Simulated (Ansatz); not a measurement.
## CdS with Sb replacing S: do the settings matter for the field gradients?

This input was run with Ansatz:

```yaml
crystal:
  lattice:
    - [8.3, 0.0, 0.0]
    - [-4.15, 7.1880108514, 0.0]
    - [0.0, 0.0, 13.474]
  atoms:
    - { symbol: Cd, position: [0.1666666666, 0.3333333334, 0.0] }
    - { symbol: Cd, position: [0.1666666666, 0.3333333334, 0.5] }
    - { symbol: Cd, position: [0.1666666666, 0.8333333334, 0.0] }
    - { symbol: Cd, position: [0.1666666666, 0.8333333334, 0.5] }
    - { symbol: Cd, position: [0.6666666666, 0.3333333334, 0.0] }
    - { symbol: Cd, position: [0.6666666666, 0.3333333334, 0.5] }
    - { symbol: Cd, position: [0.6666666666, 0.8333333334, 0.0] }
    - { symbol: Cd, position: [0.6666666666, 0.8333333334, 0.5] }
    - { symbol: Cd, position: [0.3333333334, 0.1666666666, 0.25] }
    - { symbol: Cd, position: [0.3333333334, 0.1666666666, 0.75] }
    - { symbol: Cd, position: [0.3333333334, 0.6666666666, 0.25] }
    - { symbol: Cd, position: [0.3333333334, 0.6666666666, 0.75] }
    - { symbol: Cd, position: [0.8333333334, 0.1666666666, 0.25] }
    - { symbol: Cd, position: [0.8333333334, 0.1666666666, 0.75] }
    - { symbol: Cd, position: [0.8333333334, 0.6666666666, 0.25] }
    - { symbol: Cd, position: [0.8333333334, 0.6666666666, 0.75] }
    - { symbol: Sb, position: [0.1666666666, 0.3333333334, 0.1875] }
    - { symbol: S, position: [0.1666666666, 0.3333333334, 0.6875] }
    - { symbol: S, position: [0.1666666666, 0.8333333334, 0.1875] }
    - { symbol: S, position: [0.1666666666, 0.8333333334, 0.6875] }
    - { symbol: S, position: [0.6666666666, 0.3333333334, 0.1875] }
    - { symbol: S, position: [0.6666666666, 0.3333333334, 0.6875] }
    - { symbol: S, position: [0.6666666666, 0.8333333334, 0.1875] }
    - { symbol: S, position: [0.6666666666, 0.8333333334, 0.6875] }
    - { symbol: S, position: [0.3333333334, 0.1666666666, 0.4375] }
    - { symbol: S, position: [0.3333333334, 0.1666666666, 0.9375] }
    - { symbol: S, position: [0.3333333334, 0.6666666666, 0.4375] }
    - { symbol: S, position: [0.3333333334, 0.6666666666, 0.9375] }
    - { symbol: S, position: [0.8333333334, 0.1666666666, 0.4375] }
    - { symbol: S, position: [0.8333333334, 0.1666666666, 0.9375] }
    - { symbol: S, position: [0.8333333334, 0.6666666666, 0.4375] }
    - { symbol: S, position: [0.8333333334, 0.6666666666, 0.9375] }
total_charge: -2
kpoints:
  mp_grid: { grid: [3, 3, 2] }
scf:
  occupations: { method: fermi_dirac, width: 0.01 }
hamiltonian:
  xc: pbe
  pseudopotentials: { kind: paw }
output:
  forces: true
  stress: true
  populations: true
  efg:
    quadrupole_moments_barn: { Sb: -0.543, S: -0.0694 }
    contact_densities: true
```

```sh
ansatz run input.yaml --threads 4 --pin off --max-ram 8192MiB --backend cpu --events-out ev --progress --plain --runs-dir out
```

It converged. Of its output the block on the nuclei alone is shown, without the SCF iterations, energies, forces and stress (one atom of each set, the first 14 sets):

```
--- PAW observables at the nuclei: V_zz in 10²¹ V/m², potentials from the cell's mean, atoms counted from 1 ---
  atom   1  Cd V_zz =    -9.024618   η = 0.0000   by run symmetry: allowed
            electrostatic potential = -7704.505564 V   contact ρ = 1035928.478930 e/Å³
  atom   2  Cd V_zz =    -0.062005   η = 0.0000   by run symmetry: allowed
            electrostatic potential = -7704.250721 V   contact ρ = 1035908.694489 e/Å³
  atom   3  Cd V_zz =    -0.997938   η = 0.4616   by run symmetry: allowed
            electrostatic potential = -7704.287152 V   contact ρ = 1035908.245315 e/Å³
  atom   4  Cd V_zz =    -0.340796   η = 0.5284   by run symmetry: allowed
            electrostatic potential = -7704.237430 V   contact ρ = 1035908.202317 e/Å³
  atom   9  Cd V_zz =    -8.492691   η = 0.1205   by run symmetry: allowed
            electrostatic potential = -7704.628922 V   contact ρ = 1035926.161728 e/Å³
  atom  10  Cd V_zz =    -1.302150   η = 0.0266   by run symmetry: allowed
            electrostatic potential = -7704.192073 V   contact ρ = 1035908.946161 e/Å³
  atom  15  Cd V_zz =    +0.499570   η = 0.0000   by run symmetry: allowed
            electrostatic potential = -7704.359869 V   contact ρ = 1035906.834905 e/Å³
  atom  16  Cd V_zz =    -0.583658   η = 0.0000   by run symmetry: allowed
            electrostatic potential = -7704.150539 V   contact ρ = 1035908.960442 e/Å³
  atom  17  Sb V_zz =    +3.254188   η = 0.0000   by run symmetry: allowed   C_q = -42.7265 MHz
            electrostatic potential = -8408.049503 V   contact ρ = 1350046.245367 e/Å³
  atom  18  S  V_zz =    -0.027307   η = 0.0000   by run symmetry: allowed   C_q = +0.0458 MHz
            electrostatic potential = -1633.797974 V   contact ρ = 19767.939173 e/Å³
  atom  19  S  V_zz =    -3.275838   η = 0.2885   by run symmetry: allowed   C_q = +5.4971 MHz
            electrostatic potential = -1634.158626 V   contact ρ = 19767.272317 e/Å³
  atom  20  S  V_zz =    +0.125622   η = 0.4741   by run symmetry: allowed   C_q = -0.2108 MHz
            electrostatic potential = -1633.798741 V   contact ρ = 19767.759687 e/Å³
  atom  25  S  V_zz =    -1.504672   η = 0.0208   by run symmetry: allowed   C_q = +2.5250 MHz
            electrostatic potential = -1633.970972 V   contact ρ = 19767.687094 e/Å³
  atom  26  S  V_zz =    -1.550444   η = 0.2961   by run symmetry: allowed   C_q = +2.6018 MHz
            electrostatic potential = -1633.965098 V   contact ρ = 19767.631253 e/Å³
```

(1) Can these gradients be trusted, and how do they compare with a run on standard settings?

## Answers

(1) Only as results of these settings. Against the standard input the change is `total_charge`: -1 → -2. A site carries the number of its first atom; V_zz in 10²¹ V/m².

```
site  atom  V_zz standard  η standard  V_zz here  η here
 Cd1     1          -8.87        0.00      -9.02    0.00
 Cd3     3          -1.26        0.39      -1.00    0.46
 Cd4     4          -0.44        0.68      -0.34    0.53
 Cd9     9          -8.29        0.19      -8.49    0.12
Cd10    10          -1.50        0.01      -1.30    0.03
Cd15    15           0.88        0.00       0.50    0.00
  Sb    17           3.88        0.00       3.25    0.00
 S18    18          -0.24        0.00     -0.027    0.00
 S19    19          -3.43        0.32      -3.28    0.29
 S20    20          -0.35        0.43       0.13    0.47
 S25    25          -1.66        0.06      -1.50    0.02
 S31    31          -0.27        0.00      0.014    0.00
```

The largest change of V_zz along a kept axis is on Sb, from 3.88 to 3.25. In per cent, |V_zz| changes by +2 on Cd, -16 on Sb, -4 on S (all sites that start above 2). V_zz changes sign on Cd2 (same axis) (not in the table). On S20 the largest principal value lies along another axis in the second run, so the two V_zz can't be compared directly. The table leaves out 4 of the 16 sites, with |V_zz| up to 1.59; their tensors move by 0.20 at most along any direction. The statements above cover all sites. The changed cell holds a charge of -2 on a uniform background, so it isn't the same centre. It has an odd number of electrons and no spin polarisation, so the extra carrier is shared by both spins and spread out, where a real one carries spin and can localise. The gap no longer holds the Fermi energy in the changed run, so its gradients also hang on the k-mesh and the smearing. SCF iterations: 9 and 9.

On the reference run: The defect repeats with the cell of 32 atoms, so it feels its images: sites between two images don't show the values beside a lone defect, and zeros or small values of η there can come from the images' arrangement. Cd and S carry a gradient in the pure host already, so the values there aren't the defect's effect alone. A uniform background compensates the cell's charge. Without spin–orbit coupling (the program notes it for Cd and Sb) the gradients can shift somewhat, as the gap is small. With these PAW files V_zz is typically within 2 to 3 % of all-electron values, but misses above 10 % occur on Sb. With a gap of 0.1 eV on this mesh, small gradients can still move by 0.1 × 10²¹ V/m² or more as the k-mesh gets denser. The neighbours have not yet relaxed around the defect (largest force 1.2 eV/Å), so a real crystal will differ.
